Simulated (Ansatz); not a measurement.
A geometry of SnTe away from equilibrium: the start of the relaxation of a relaxed SnTe cell, doubled along one cell vector, shaken by Gaussian noise of σ = 0.08 Å a coordinate. All values below come from PBEsol (plane waves to 420 eV, PAW, scalar-relativistic; Ansatz, an electronic-structure program). Γ-centred k-mesh 6×3×6 on the run's cell (coarser than for final values), Fermi–Dirac smearing 0.05 eV.

```xyz
4
Lattice="0.0000 3.1444 3.1444 6.2889 0.0000 6.2889 3.1444 3.1444 0.0000" Properties=species:S:1:pos:R:3:forces:R:3 pbc="T T T" free_energy=-25703.941 pressure_GPa=0.4
Sn     0.0559    -0.0783     0.0867   -0.2089    0.4451   -0.3628
Sn     3.1757     0.1166     3.1144    0.1799   -0.5291    0.3519
Te     3.1506     3.0614     3.1513   -0.1845    0.1590    0.0119
Te     6.2049     3.0536     6.2919    0.2135   -0.0749   -0.0009
```

Positions in Å, forces in eV/Å, free energy of the cell in eV (comparable only within this code, potentials and settings). Largest force: 0.66 eV/Å, on Sn2 (atoms numbered as listed); the geometry lies 0.02 eV/atom above the end of its relaxation.

No spin polarisation in the result.
